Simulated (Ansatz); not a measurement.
Nb₃Ir (Cu3Au type, Pm-3m) under volume change, the program Ansatz at the r²SCAN level (PAW), scaled uniformly.

| V (Å³/atom) | E − E(relaxed) (meV/atom) | P (GPa) |
|---|---|---|
| 15.550 | 108.5 | 24.36 |
| 16.062 | 45.8 | 15.04 |
| 16.575 | 10.9 | 6.97 |
| 17.087 | 0.0 | 0.00 |
| 17.600 | 9.9 | -6.02 |
| 18.113 | [?] | [?] |
| 18.625 | [?] | [?] |

**Question.** What belongs in the gaps?

**Answer.** 
- 18.113, E − E(relaxed) (meV/atom): 37.6
- 18.113, P (GPa): -11.19
- 18.625, E − E(relaxed) (meV/atom): 80.7
- 18.625, P (GPa): -15.62

**Question.** What does a third-order Birch–Murnaghan fit give for V₀, B₀ and B′?

**Answer.** V₀ = 17.09 Å³/atom, B₀ = 215 GPa, B′ = 3.9.

The cell is a constructed one: a structure type filled with these elements; neither database checked (COD, Materials Project) lists it. COD files the formula under space group No. 223. Its standing as an ambient phase is unchecked. The r²SCAN relaxation kept the symmetry of its start. At this level the phase is mechanically unstable. The run is not spin-polarised. Spin–orbit coupling is left out wherever it is not named.

Potentials: the earlier of the program's two PAW sets.
